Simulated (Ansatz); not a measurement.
Notes on TaF3

```
Ta F
1.0
     3.91837    0.00000    0.00000
     0.00000    3.91837    0.00000
     0.00000    0.00000    3.91837
Ta F
1 3
Direct
  0.00000 0.00000 0.00000
  0.50000 0.00000 0.00000
  0.00000 0.50000 0.00000
  0.00000 0.00000 0.50000
```

Level: PBEsol, no spin polarisation; 420 eV; 9×9×9 Γ-centred mesh; cold occupations (width 0.1493 eV); Ansatz 0.2.0, fixed geometry.

Describe some of the short contacts.

Ta–F at 1.96 Å: least valence density 0.74 e/Å³ and ELF 0.13 there. Both are smooth PAW fields, read partly inside the augmentation spheres.

Which element gives electrons and which takes them?

Bader charges in e: Ta +2.24, F -0.75. In the mean Ta gives up most and F takes most.

Is it stable against the elements?

-2.27 eV an atom against the elements' usual phases (free molecules for gases, crystals otherwise, with no correction for O₂ or N₂), so it is bound against them; other compounds may still compete. Relaxing would lower it.

What happens at the Fermi level?

It is a metal, with about 2.6 states/eV a cell as the mean within 0.25 eV of the Fermi level, mostly Ta d (82 %).

What does the stress say?

The pressure is 17.8 GPa (compression positive), so with the atoms held at these fractions the cell would first expand.

Origin: a database entry at a rescaled volume. Caveats: many states at the Fermi level without spin polarisation, so a magnetic state may lie lower; atoms or cell far from equilibrium.
